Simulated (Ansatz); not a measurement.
## A plane-wave run on Sr₂Be₃Fe

The input, for Ansatz 0.2.0 (plane waves, PAW):

```yaml
crystal:
  lattice:
    - [7.115042, -0.054193, 1.055915]
    - [-0.043102, 5.829009, -0.255387]
    - [1.292286, -1.264038, 7.462098]
  atoms:
    - { symbol: Sr, position: [0.02989, 0.798712, 0.574997] }
    - { symbol: Sr, position: [0.127796, 0.038486, 0.00641] }
    - { symbol: Sr, position: [0.861183, 0.509906, 0.949251] }
    - { symbol: Sr, position: [0.539441, 0.635265, 0.417661] }
    - { symbol: Fe, position: [0.203103, 0.29819, 0.566478] }
    - { symbol: Fe, position: [0.551764, 0.237915, 0.64774] }
    - { symbol: Be, position: [0.685008, 0.050717, 0.869479] }
    - { symbol: Be, position: [0.912524, 0.37735, 0.359915] }
    - { symbol: Be, position: [0.44527, 0.650477, 0.01716] }
    - { symbol: Be, position: [0.65554, 0.99601, 0.165557] }
    - { symbol: Be, position: [0.3234, 0.965949, 0.273433] }
    - { symbol: Be, position: [0.827704, 0.000537, 0.36893] }
kpoints:
  mp_grid: { grid: [3, 3, 3], shift: [0.0, 0.0, 0.0] }
magnetization:
  spin_polarized: false
scf:
  occupations: { method: fermi_dirac }
  lower_state_search: "off"
  max_iter: 200
hamiltonian:
  pseudopotentials: { kind: paw }
  xc: pbe
basis:
  ecutwfc: 420
  fft_grid_basis: typed
output:
  forces: true
  stress: true
  eigenvalues: true
  populations: true
  elf: true
  write_potential: true
  volumetric_format: npy
  dos:
    e_range: [-12, 8]
    de: 0.05
    projected: { site_lists: { Be: [Be], Fe: [Fe], Sr: [Sr] } }
checkpoint:
  read: saved_state
```

The saved state is an earlier solution for the same cell, perhaps on another mesh. 

Parts of the output:

```
Pseudopotentials: kind: paw
Pseudopotential: Sr, paw, valence charge 10, recommended cutoff 420 eV (normal), Sr.paw.azcp
Pseudopotential: Fe, paw, valence charge 16, recommended cutoff 420 eV (normal), Fe.paw.azcp
Pseudopotential: Be, paw, valence charge 2, recommended cutoff 420 eV (normal), Be.paw.azcp
Functional definition: PBE
  exchange = pbe_x(kappa = kappa, mu = beta*pi^2/3)
  correlation = pbe_c(beta = beta)
Crystal: 12 atoms, lattice volume = 299.288 Å³
Basis set: ecut = 420 eV, 5847 PW (Γ), exchange–correlation on 100×80×108 points (8 copies of the dense FFT grid, shifted against one another)
Bands: 54, of which v1, the nominal top of the filled ones, is band 42 counted from 1 (41 counted from 0)
Symmetry: 1 space group operations
Space group: P1 (ITA 1), of the structure as read, at distance tolerance 6.7e-5 Å
k-points: 14 of 27 (time reversal used)
Initial density: read from a saved state, or passed on in memory by an earlier SCF of this step, an earlier step, the calling program or the single point that the run made first
Functional: x = pbe(κ = 0.804, μ = 0.2195), c = pbe(β = 0.0667)
SCF iter   1: F=—  Δρ=2.61e-3  dr2=2.40e-2
SCF iter   2: F=—  Δρ=1.20e-3  dr2=5.06e-3
SCF iter   3: F=—  Δρ=4.57e-4  dr2=3.93e-4
SCF iter   4: F=—  Δρ=1.05e-4  dr2=2.70e-5
SCF iter   5: F=—  Δρ=6.79e-5  dr2=6.57e-6
SCF iter   6: F=—  Δρ=2.33e-5  dr2=2.05e-6
SCF iter   7: F=—  Δρ=1.07e-5  dr2=2.89e-7
SCF iter   8: F=—  Δρ=9.26e-6  dr2=1.06e-7
SCF iter   9: F=-23681.2350 eV  Δρ=2.24e-6  dr2=1.94e-8
Free energy (F): -23681.2350 eV
Harris-Foulkes:  -23681.2350 eV  (|F-HF|=4.02e-9)
Internal energy: -23680.6849 eV  (E = F + TS)
E sigma→0 (E₀):  -23680.9599 eV
Entropy (-TS):   -0.5501 eV (-45.843 meV/atom)
Fermi energy:    5.5248 eV
--- Per-component energies (eV) ---
  E_band       = -1262.2130
  E_kinetic    = 1763.5802
  E_local      = -10988.1019  (includes V_loc(G=0)·N_el)
  E_nonlocal   = 1287.4494
  E_hartree    = 4249.2217
  E_xc         = -1022.3641
  E_vxc        = -1043.0963  (∫ρ·V_xc dr)
  E_paw        = -13874.2902  (= ΣΔE_a)
  E_vpaw       = -780.4893  (= ΣTr[D̂ρ^β])
  E_aug_tail   = 0.0017  (compensation charges beyond the density's cutoff)
  E_ewald      = -5096.1816
  E_smearing   = -0.5501  (= −TS)
--- Forces (eV/Å), atoms counted from 1 ---
  atom   1  Sr    -0.0024     0.3420    -0.3442
  atom   2  Sr     1.0392     0.4879    -0.3771
  atom   3  Sr     0.1498    -0.3529    -0.1501
  atom   4  Sr    -0.4172    -0.5925     0.7672
  atom   5  Fe     0.8929    -1.2392    -0.4908
  atom   6  Fe     0.1802    -0.2577    -0.2307
  atom   7  Be    -1.2917     0.0722    -0.1615
  atom   8  Be    -0.0185    -1.0423     0.6680
  atom   9  Be    -0.2181     0.4673    -0.0431
  atom  10  Be     0.0329     0.3518    -0.1721
  atom  11  Be     0.4096     0.7075     0.3005
  atom  12  Be    -0.7564     1.0558     0.2340
--- Stress (GPa, compression-positive) ---
       -4.7410       0.2218      -1.4233
        0.2218      -3.9298      -2.4735
       -1.4233      -2.4735      -5.9920
  P = ⅓ Tr σ = -4.8876 GPa (-48.876 kbar)
--- Löwdin populations: 12 sites ---
  site symbol       q [e]
     0     Sr      9.0480
     1     Sr      9.0286
     2     Sr      9.0552
     3     Sr      8.9678
     4     Fe     16.4687
     5     Fe     16.3358
     6     Be      1.3995
     7     Be      1.4735
     8     Be      1.4266
     9     Be      1.4012
    10     Be      1.3876
    11     Be      1.3955
  spilling = 0.0787 (of n_electrons = 84.0000)
```

Total energies depend on the potentials used, so only differences within one code and one set of settings carry meaning.

Origin: a disordered cell, so it need not be a known compound. Caveats: no spin polarisation, so a magnetic state may lie lower; the k mesh is coarse if the cell is a metal; atoms or cell far from equilibrium.
